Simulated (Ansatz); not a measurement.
## C: from a starting cell to a relaxed one

The start is a relaxed C cell, doubled along one cell vector, shaken by Gaussian noise of σ = 0.08 Å a coordinate. Cell shape, volume and atoms are optimised at zero target pressure with r2SCAN (plane waves to 500 eV, PAW, scalar-relativistic; Ansatz, a program for electronic structure). First-step values are on the input's coarse k-mesh.

Ansatz input (later rounds restart from its end on a renewed k-mesh):
Ansatz 0.2 input:
```yaml
crystal:
  lattice:
    - [0, 1.7801577473, 1.7801577473]
    - [1.7801577473, 0, 1.7801577473]
    - [3.5603154946, 3.5603154946, 0]
  atoms:
    - { symbol: C, position: [0.6485859512, 0.7713824552, 0.3939094126] }
    - { symbol: C, position: [0.7003651188, 0.7729028474, 0.9086722973] }
    - { symbol: C, position: [0.5611064267, 0.4551671381, 0.2330758667] }
    - { symbol: C, position: [0.5151104751, 0.5011615881, 0.7489287129] }
basis: { ecutwfc: 500, ecutrho_ratio: 4, xc_grid: 4, fft_grid_basis: typed }
kpoints: { mp_grid: { grid: [11, 11, 6] } }
hamiltonian:
  xc: r2scan
  dispersion: none
  pseudopotentials: { kind: paw }
scf: { occupations: { method: fermi_dirac, width: 0.05 } }
relax: { f_tol: 0.01, max_steps: 100, cell: { stress_tol: 0.02 } }
output: { forces: true, stress: true }
```

**Question.** Which atoms feel the largest initial force, and how large is it?

**Answer.** 9.05 eV/Å, on C2 (atoms numbered as listed).

**Question.** How much energy is released per atom?

**Answer.** 0.55 eV/atom.

Final structure:

Space group Fd-3m, origin choice 1 (No. 227); a = b = c = 3.5603 Å, α = β = γ = 90.00°

```tsv
atom	site	symmetry	x	y	z
C	8b	-43m	0.5000	0.5000	0.5000
```
(The calculation used a cell of 2 atoms; values per cell refer to that cell.)

Final values are on a 16×16×16 k-mesh of the relaxed cell. No spin polarisation in the result.
